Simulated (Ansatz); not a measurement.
La$_{2}$O$_{3}$:
```cif
data_La2O3
_chemical_formula_sum 'La2 O3'
_space_group_name_H-M_alt 'P 1'
_space_group_IT_number 1
_cell_length_a 3.94040
_cell_length_b 3.94040
_cell_length_c 6.18755
_cell_angle_alpha 90.000
_cell_angle_beta 90.000
_cell_angle_gamma 120.000
loop_
_space_group_symop_operation_xyz
  'x, y, z'
loop_
_atom_site_label
_atom_site_type_symbol
_atom_site_fract_x
_atom_site_fract_y
_atom_site_fract_z
_atom_site_occupancy
La1 La 0.66667 0.33333 0.75263 1
La2 La 0.33333 0.66667 0.24737 1
O1 O 0.66667 0.33333 0.35470 1
O2 O 0.33333 0.66667 0.64530 1
O3 O 0.00000 0.00000 0.00000 1
```

Relaxed with PBE.

Problem. Tabulate the valence density and the electron localisation function along the shortest La–O contact (2.37 Å), PBE in the plane-wave PAW code Ansatz.

Solution. 

| distance from La (Å) | density (e/Å³) | ELF |
|---|---|---|
| 0.24 | 1.42 | 0.04 |
| 0.36 | 1.51 | 0.22 |
| 0.47 | 1.61 | 0.51 |
| 0.59 | 1.64 | 0.71 |
| 0.71 | 1.51 | 0.80 |
| 0.83 | 1.25 | 0.80 |
| 0.95 | 0.93 | 0.71 |
| 1.07 | 0.66 | 0.49 |
| 1.18 | 0.50 | 0.27 |
| 1.30 | 0.45 | 0.21 |
| 1.42 | 0.53 | 0.35 |
| 1.54 | 0.76 | 0.61 |
| 1.66 | 1.20 | 0.78 |
| 1.78 | 2.05 | 0.82 |
| 1.90 | 3.43 | 0.79 |
| 2.01 | 5.10 | 0.69 |
| 2.13 | 6.53 | 0.51 |

The density is the valence pseudo-density with augmentation charge, so density and ELF within about 1 Å of a nucleus are not all-electron values.

Space group P-3m1 (La2O3 or Ni2Al3 type). The cell was relaxed with PBE under the symmetry of its start; phonons on a q-mesh show no instability. Scalar-relativistic: spin–orbit coupling is off unless named, which matters more the heavier the elements.

Potentials: the later of the program's two PAW sets.
